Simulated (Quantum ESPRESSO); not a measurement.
pw.x input (Quantum ESPRESSO 7.5; PBEsol, PseudoDojo standard norm-conserving files, scalar-relativistic):

```
&CONTROL
  calculation = 'scf'
  pseudo_dir = './pseudo'
  outdir = './out'
  tprnfor = .true.
  tstress = .true.
/
&SYSTEM
  ibrav = 0
  nat = 10
  ntyp = 3
  ecutwfc = 88.0
  ecutrho = 352.0
  occupations = 'smearing'
  smearing = 'fd'
  degauss = 0.002
  nbnd = 51
/
&ELECTRONS
  conv_thr = 1e-09
/
ATOMIC_SPECIES
F 18.9984 F.upf
Rb 85.4678 Rb.upf
Rh 102.9055 Rh.upf
CELL_PARAMETERS angstrom
  0.000000000000   4.556480000000   4.556480000000
  4.556480000000   0.000000000000   4.556480000000
  4.556480000000   4.556480000000   0.000000000000
ATOMIC_POSITIONS crystal
F   0.782550000000   0.217450000000   0.217450000000
F   0.217450000000   0.782550000000   0.782550000000
F   0.217450000000   0.782550000000   0.217450000000
F   0.782550000000   0.217450000000   0.782550000000
F   0.217450000000   0.217450000000   0.782550000000
F   0.782550000000   0.782550000000   0.217450000000
Rb   0.750000000000   0.750000000000   0.750000000000
Rb   0.250000000000   0.250000000000   0.250000000000
Rb   0.500000000000   0.500000000000   0.500000000000
Rh   0.000000000000   0.000000000000   0.000000000000
K_POINTS automatic
6 6 6 0 0 0
```

End of the output:

```
     total energy              =    -692.08970774 Ry
     estimated scf accuracy    <       0.00000143 Ry
     total energy              =    -692.08970800 Ry
     estimated scf accuracy    <       0.00000002 Ry
     total energy              =    -692.08970801 Ry
     estimated scf accuracy    <          3.3E-09 Ry
[...]
     the Fermi energy is     5.9752 ev
!    total energy              =    -692.08970801 Ry
     estimated scf accuracy    <          1.1E-10 Ry
     smearing contrib. (-TS)   =      -0.00000000 Ry
     internal energy E=F+TS    =    -692.08970801 Ry
     The total energy is F=E-TS. E is the sum of the following terms:
     one-electron contribution =    -410.05781253 Ry
     hartree contribution      =     245.48954165 Ry
     xc contribution           =    -144.77018924 Ry
     ewald contribution        =    -382.75124789 Ry
     convergence has been achieved in  10 iterations
     Forces acting on atoms (cartesian axes, Ry/au):
     atom    1 type  1   force =    -0.00508063    0.00000000    0.00000000
     atom    2 type  1   force =     0.00508063    0.00000000   -0.00000000
     atom    3 type  1   force =    -0.00000000   -0.00508063    0.00000000
     atom    4 type  1   force =     0.00000000    0.00508063    0.00000000
     atom    5 type  1   force =     0.00000000    0.00000000   -0.00508063
     atom    6 type  1   force =     0.00000000    0.00000000    0.00508063
     atom    7 type  2   force =    -0.00000000    0.00000000    0.00000000
     atom    8 type  2   force =     0.00000000    0.00000000    0.00000000
     atom    9 type  2   force =     0.00000000   -0.00000000    0.00000000
     atom   10 type  3   force =     0.00000000   -0.00000000   -0.00000000
     Total force =     0.012445     Total SCF correction =     0.000026
     Computing stress (Cartesian axis) and pressure
          total   stress  (Ry/bohr**3)                   (kbar)     P=       -5.80
  -0.00003944   0.00000000   0.00000000           -5.80        0.00        0.00
   0.00000000  -0.00003944   0.00000000            0.00       -5.80        0.00
   0.00000000   0.00000000  -0.00003944            0.00        0.00       -5.80
```
In a gapped system the printed Fermi energy is only some level inside the gap.

Spin-orbit coupling is not included.

Geometry of the Materials Project entry, not relaxed at this level.
